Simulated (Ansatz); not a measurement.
A distorted cell of GaN (zinc blende):

```xyz
4
Lattice="0.0000 4.4982 4.4982 2.2491 2.2491 4.4982 2.2491 2.2491 0.0000" Properties=species:S:1:pos:R:3 pbc="T T T"
N      3.3543     3.3736     3.3736
N      3.3929     5.6227     5.6227
Ga     0.0000    -0.0333     0.0000
Ga     2.2491     4.5315     2.2491
```

Method: r2SCAN (plane waves to 500 eV, PAW, scalar-relativistic; Ansatz, an electronic-structure program). k mesh 13×13×13 (Γ-centred), Fermi-Dirac smearing 0.05 eV. Compression counts positive. GaN was relaxed with its symmetry unable to fall. The PAW data are Ansatz's earlier set.

Task: Predict the force on every atom, in eV/Å.

Result: 
```csv
atom,Fx,Fy,Fz
N1,0.038,0.000,0.000
N2,-0.038,0.000,0.000
Ga3,0.000,0.323,0.000
Ga4,0.000,-0.323,0.000
```

(A displaced cell: forces are minus the slopes of the energy, force constants its curvatures, and phonons follow from these.)
